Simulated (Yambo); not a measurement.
AgI (space group P4/nmm, No. 129), G0W0@PBEsol in Yambo with this input:

```
rim_cut
gw0
dyson
el_el_corr
HF_and_locXC
ppa
em1d
RandQpts= 1000000
RandGvec= 1 Ry
EXXRLvcs= 82 Ry
VXCRLvcs= 328 Ry
Chimod= "HARTREE"
% BndsRnXp
 17 | 292 |
%
NGsBlkXp= 6 Ry
% LongDrXp
 1.0 | 1.0 | 1.0 |
%
PPAPntXp= 27.2114 eV
% GbndRnge
 1 | 292 |
%
GTermKind= "BG"
DysSolver= "n"
ExtendOut
```

On a 2×2×2 mesh, with wavefunctions cut at 82 Ry, the gap (Γ → Γ) is 1.678 eV and the valence edge shifts by -0.483 eV.

Question: What happens with this change: 2 Ry block?

Answer: The gap falls by 0.064 eV, to 1.614 eV; the shift of the valence edge becomes -0.319 eV. Neither run is shown to be the converged limit.

Spin-orbit coupling is included.

Geometry relaxed with PBE+D3(BJ); primitive cell a = b = 4.392 Å, c = 6.219 Å, α = β = γ = 90.00°.

This is not the ordinary phase of the substance; no match was found in the copy of COD used, and its stability was not checked.

A shift is the quasiparticle energy of the state minus its PBEsol energy.
